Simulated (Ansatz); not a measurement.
# Structure relaxation, Si2Mo

The start is a generated cell, Si2Mo placed in the AFLOW prototype A2B_hP9_150_ef_bd (C22, as in Fe2P). Cell shape, volume and atoms are optimised at zero target pressure with PBE (plane waves to 420 eV, PAW, scalar-relativistic; Ansatz, a quantum-chemistry and plane-wave program). The first steps use a coarse 4×4×6 k-mesh.

Input geometry:
```
CELL_PARAMETERS angstrom
      6.26869     0.00000     0.00000
     -3.13435     5.42885     0.00000
      0.00000     0.00000     3.69692
ATOMIC_POSITIONS crystal
  Si 0.26000 0.00000 0.00000
  Si 0.00000 0.26000 0.00000
  Si 0.74000 0.74000 0.00000
  Si 0.60000 0.00000 0.50000
  Si 0.00000 0.60000 0.50000
  Si 0.40000 0.40000 0.50000
  Mo 0.00000 0.00000 0.50000
  Mo 0.33333 0.66667 0.87500
  Mo 0.66667 0.33333 0.12500
```

| Quantity | Result |
|---|---|
| Initial pressure | +25 GPa (positive: the cell is compressed) |
| Largest initial force | about 4.1 eV/Å, on Mo8, Mo9 (atoms numbered as listed) |
| Volume change | +5.6 %, from 13.98 to 14.77 Å³/atom |
| Shortest distances (start → end) | The closest pairs of elements (up to four, under 3.6 Å), start → end: Mo–Si 2.36 → 2.49 Å; Si–Si 2.82 → 2.82 Å; Mo–Mo 3.70 → 3.20 Å |
| Band gap at the end | no gap (metallic) |
| Optimiser moves | 14 |

Final structure:

```cif
data_Mo3Si6
_chemical_formula_sum 'Si6 Mo3'
_space_group_name_H-M_alt 'P-62m'
_space_group_IT_number 189
_space_group_name_Hall 'P -6 -2'
_cell_length_a 6.92222
_cell_length_b 6.92222
_cell_length_c 3.20253
_cell_angle_alpha 90.000
_cell_angle_beta 90.000
_cell_angle_gamma 120.000
loop_
_atom_site_label
_atom_site_type_symbol
_atom_site_symmetry_multiplicity
_atom_site_Wyckoff_symbol
_atom_site_fract_x
_atom_site_fract_y
_atom_site_fract_z
_atom_site_occupancy
Si1 Si 3 f 0.00000 0.27489 0.00000 1
Si2 Si 3 g 0.37354 0.37354 0.50000 1
Mo1 Mo 1 b 0.00000 0.00000 0.50000 1
Mo2 Mo 2 c 0.33333 0.66667 0.00000 1
```

Final values are on a 8×8×15 k-mesh of the relaxed cell. No spin polarisation in the result.

The run could not lose the symmetry of its start, so the end can be a saddle point.

The relaxed structure here is a generated cell of Si2Mo: the first start was made by placing the elements on the sites of a structure type, and the end was not matched to a known phase here, so it may be hypothetical. Known forms of Si2Mo include space group No. 139.
